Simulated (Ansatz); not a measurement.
Mo (Im-3m): electronic heat capacity and spin susceptibility from the density of states

Method: DFT PBEsol, scalar-relativistic, plane waves, PAW in Ansatz 0.2.0.

Settings: cutoff 420 eV, Γ-centred mesh 18×18×18 on the computed 1-atom cell, Gaussian smearing of 0.10 eV; no spin polarisation.

Relaxed cell: Im-3m, a = 3.129 Å, b = 3.129 Å, c = 3.129 Å, α = 90.00°, β = 90.00°, γ = 90.00°, 1 atom in the primitive cell.

The density of states at the Fermi level is 0.579 states/eV in the cell of 1 atom (1 formula unit; both spins, tetrahedra on a 27×27×27 mesh).

What Sommerfeld coefficient and Pauli susceptibility does this give?

Per formula unit N(E_F) = 0.579 states/eV. γ = (π²/3) k_B² N(E_F) N_A = 2.357 mJ/(mol K²) per state/eV, so γ = 1.4 mJ/(mol K²), a mole of formula units. χ_P = μ_B² N(E_F) N_A = 3.23×10⁻⁵ emu/mol per state/eV gives 1.9×10⁻⁵ emu/mol. This is the bare band result: a measured γ of the same phase is as a rule larger by a factor 1 + λ from phonons and spin fluctuations, the spin part of χ is larger by the Stoner factor, and a measured χ also holds orbital and core terms. N(E_F) at one energy is sensitive to the mesh where the density of states has sharp peaks.

Cost: 1 run of about 0.18 core-minutes, on Arm Neoverse V2 (shared hosts).